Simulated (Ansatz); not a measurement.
How the field gradients follow the size of the cell in SnSe₂

Reference cell: an entry of the Crystallography Open Database (COD), its atoms then relaxed with PBE in this cell.

```
Sn Se
1.0
     3.81100    0.00000    0.00000
    -1.90550    3.30042    0.00000
     0.00000    0.00000    6.13600
Sn Se
1 2
Cartesian
  0.0000 0.0000 0.0000
  0.0000 2.2003 1.6058
  1.9055 1.1001 4.5302
```

Atoms are numbered from 1 in the order listed; like atoms form one site, named after its first atom.

Computed with Ansatz: DFT, PBE, plane waves and PAW, scalar-relativistic, 420 eV cutoff, Γ-centred 13×13×7 k-points, Fermi–Dirac smearing 0.02 eV.

The cell is scaled uniformly, and the ions relax again at each size.

**Question.** How do the gradients (10²¹ V/m²) respond?

**Answer.** 

```json
{"V/V₀": "0.94", "Sn V_zz (η)": "-0.32 (0.00)", "Se V_zz (η)": "-1.30 (0.00)"}
{"V/V₀": "0.96", "Sn V_zz (η)": "-0.27 (0.00)", "Se V_zz (η)": "-2.46 (0.00)"}
{"V/V₀": "0.98", "Sn V_zz (η)": "-0.24 (0.00)", "Se V_zz (η)": "-3.54 (0.00)"}
{"V/V₀": "1.00", "Sn V_zz (η)": "-0.18 (0.00)", "Se V_zz (η)": "-4.64 (0.00)"}
{"V/V₀": "1.02", "Sn V_zz (η)": "-0.12 (0.00)", "Se V_zz (η)": "-5.75 (0.00)"}
{"V/V₀": "1.04", "Sn V_zz (η)": "-0.024 (0.00)", "Se V_zz (η)": "-6.91 (0.00)"}
{"V/V₀": "1.06", "Sn V_zz (η)": "0.068 (0.00)", "Se V_zz (η)": "-8.03 (0.00)"}
```

Logarithmic slopes d ln|V_zz|/d ln V over the series, for the sites that change steadily: Se 14.4. Point charges on a uniformly scaled lattice would give −1; atoms that shift within the cell as it changes, and charge that moves in the bonds, make the difference.

Isomer shifts (mm/s, Sn against SnO₂, from the density at the nucleus and a line fitted to measured compounds, good to about 0.1 mm/s) along the series: Sn: 1.34, 1.35, 1.36, 1.37, 1.38, 1.39, 1.40.

No dispersion correction is included, which matters between the layers of this solid.

Without spin–orbit coupling (the program notes it for Sn) the gradients can shift somewhat, as the gap is small.
